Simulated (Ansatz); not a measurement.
**Fields on a plane of Al2O3 (corundum)**

```yaml
crystal:
  lattice:
    - [2.38690, 1.37808, 4.33817]
    - [-2.38690, 1.37808, 4.33817]
    - [0.00000, -2.75615, 4.33817]
  atoms:
    - { symbol: Al, position: [0.85208, 0.85208, 0.85208] }
    - { symbol: Al, position: [0.64792, 0.64792, 0.64792] }
    - { symbol: Al, position: [0.14792, 0.14792, 0.14792] }
    - { symbol: Al, position: [0.35208, 0.35208, 0.35208] }
    - { symbol: O, position: [0.05585, 0.44415, 0.75000] }
    - { symbol: O, position: [0.75000, 0.05585, 0.44415] }
    - { symbol: O, position: [0.44415, 0.75000, 0.05585] }
    - { symbol: O, position: [0.94415, 0.55585, 0.25000] }
    - { symbol: O, position: [0.25000, 0.94415, 0.55585] }
    - { symbol: O, position: [0.55585, 0.25000, 0.94415] }
```

The slice is a (0001) plane (indices of the conventional cell) through the point (0.750, 0.056, 0.444) (fractional), spanned by u = [1 0 -1] and v = [-1 2 -1] in vectors of this cell: u (4.77 Å) and v (8.27 Å, at 90° to u). It covers one period; positions are fractions (u, v).

Atoms on it: O at (0.00, 0.69); O at (0.50, 0.19); O at (0.00, 0.00); O at (0.50, 0.50); O at (0.04, 0.35); O at (0.54, 0.85). Other atoms lie within 1 Å of the plane.

Computed with PBEsol (plane waves to 420 eV, PAW, scalar-relativistic; Ansatz, a quantum-chemistry and plane-wave program). k mesh 8×8×8. Near the nuclei the fields are pseudised (PAW); where an atom keeps semicore shells as valence, they peak there. Al2O3 was relaxed with its symmetry unable to fall.

| v \ u | 0.00 | 0.14 | 0.29 | 0.43 | 0.57 | 0.71 | 0.86 |
|---|---|---|---|---|---|---|---|
| 0.88 | -0.5 | -0.9 | -0.8 | 0.3 | 0.8 | -0.2 | -0.6 |
| 0.75 | 0.6 | -0.1 | -0.8 | -0.3 | -0.1 | -0.7 | -0.1 |
| 0.62 | 0.4 | -0.2 | -0.8 | -0.5 | -0.6 | -0.9 | -0.2 |
| 0.50 | -0.7 | -1.0 | -0.5 | 0.7 | 0.7 | -0.4 | -0.9 |
| 0.38 | 0.8 | 0.4 | -0.6 | -0.5 | -0.6 | -1.0 | -0.3 |
| 0.25 | -0.1 | -0.4 | -0.6 | 0.4 | 0.3 | -0.6 | -0.6 |
| 0.12 | -0.4 | -0.8 | -0.7 | 0.2 | 0.2 | -0.6 | -0.6 |
| 0.00 | 0.9 | 0.2 | -0.8 | -0.8 | -0.8 | -1.0 | 0.1 |

Values: log₁₀ of the valence density in e/Å³. The scale is logarithmic, as a density can span decades between atoms and voids.

```
|8899331100001111110000002288|
|4422110000003377663300000022|
|0000000000116688777711000000|
|0000000000116655448822000000|
|2211000000114499994400000011|
|8877220000001133221100002266|
|2299551100000000000000004488|
|5588441100000000000000004499|
|6644110000001100000000002255|
|1111000000113344221100000011|
|0000000000339988883300000000|
|0000000000449900995511000000|
|1111000000228888993311000011|
|7766330000002244221100000033|
|8877771100000000000000001166|
|5544882200000000000000001166|
|9999440000001122110000001144|
|3322110000226688772200000011|
|0000000000448822995511000000|
|0000000000449955884411000000|
|0000000000225566441100000011|
|4422110000001111110000001133|
|8888330000000000000000003399|
|0099551100000000000000004499|
```
Scale: ten equal steps from 0.001 (start of '0') to 0.126 (end of '9'), in the order '0123456789'. Values: density of the highest valence band (whole band, smooth part) in e/Å³. The map has 14 points along u (two characters each, u = 0 at the left) and 24 along v (v = 0 in the bottom row).
